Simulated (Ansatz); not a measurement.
A geometry of CdIn2O4 away from equilibrium: the start of the relaxation of a relaxed CdIn2O4 cell shaken by Gaussian noise of σ = 0.08 Å a coordinate. All values below come from r2SCAN (plane waves to 500 eV, PAW, scalar-relativistic; Ansatz, a program for electronic structure). Γ-centred k-mesh 6×6×6 on the run's cell (coarser than for final values), Fermi–Dirac smearing 0.05 eV.

```xyz
7
Lattice="-2.8006 2.8006 2.8718 2.8006 -2.8006 2.8718 2.8006 2.8006 -2.8718" Properties=species:S:1:pos:R:3 pbc="T T T"
Cd     0.0847    -0.0409     2.8418
In    -0.0680     2.8309     1.4555
In     2.8081     0.1935     1.3297
O      1.3990     1.5288     3.0709
O      1.2678     1.3222     0.1091
O      1.5215    -1.3818     2.8404
O     -1.5461     1.3139     2.8655
```

Problem. Give the Cartesian forces on all atoms (eV/Å).

Solution. 
```json
[
 {"atom": "Cd1", "Fx": "-2.77", "Fy": "1.59", "Fz": "-0.46"},
 {"atom": "In2", "Fx": "0.31", "Fy": "-0.22", "Fz": "-1.22"},
 {"atom": "In3", "Fx": "0.46", "Fy": "-0.51", "Fz": "1.33"},
 {"atom": "O4", "Fx": "-0.03", "Fy": "1.25", "Fz": "0.26"},
 {"atom": "O5", "Fx": "1.16", "Fy": "-0.92", "Fz": "0.87"},
 {"atom": "O6", "Fx": "1.51", "Fy": "-0.93", "Fz": "-0.12"},
 {"atom": "O7", "Fx": "-0.64", "Fy": "-0.26", "Fz": "-0.66"}
]
```

Problem. What is the pressure?

Solution. +3.7 GPa, compression positive.

Problem. How far above the relaxed end point is this geometry?

Solution. 0.75 eV/atom; the path ends in C2/m (No. 12).

No spin polarisation in the result.

The end of the path is a generated cell of CdIn2O4: the first start was made by a random draw of sites in a space group, and the end was not matched to a known phase here, so it may be hypothetical.
